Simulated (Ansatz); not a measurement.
Re:
```
CELL_PARAMETERS angstrom
     -1.54270     1.54270     1.54270
      1.54270    -1.54270     1.54270
      1.54270     1.54270    -1.54270
ATOMIC_POSITIONS crystal
  Re 0.00000 0.00000 0.00000
```

Relaxed with PBEsol. Special points in fractions of this cell's reciprocal vectors: Γ (0.000, 0.000, 0.000); H (0.500, -0.500, 0.500); N (0.000, 0.000, 0.500); P (0.250, 0.250, 0.250).

Task: List the band energies nearest the Fermi level at these points for plane-wave PAW PBEsol (Ansatz code).

Result: In eV from the Fermi level; about four levels below and three above (degenerate sets whole), none deeper than 8.9 eV; … stands for higher levels left out; points with the same levels are listed once.

```
k              below           above
-  -----------------  --------------
Γ  -2.76 -2.76 -2.76     0.73 0.73 …
H        -7.24 -7.24  3.59 3.59 3.59
N  -7.61 -5.05 -0.06  0.63 1.53 4.55
P  -4.28 -4.28 -4.28  1.69 1.69 6.01
```

Space group Im-3m (bcc (W type)). The start of the workflow was typed in or built on a structure type; the Crystallography Open Database copy checked does not list it. It is not the phase usual at ambient conditions (space group No. 194). The cell was relaxed with PBEsol under the symmetry of its start. At this level the phase is mechanically unstable. The run is not spin-polarised. Spin–orbit coupling is left out wherever it is not named.

Potentials: the earlier of the program's two PAW sets. The files were generated under PBE; for other functionals the program regenerates the frozen cores, and for LDA and PBEsol the local potential too.
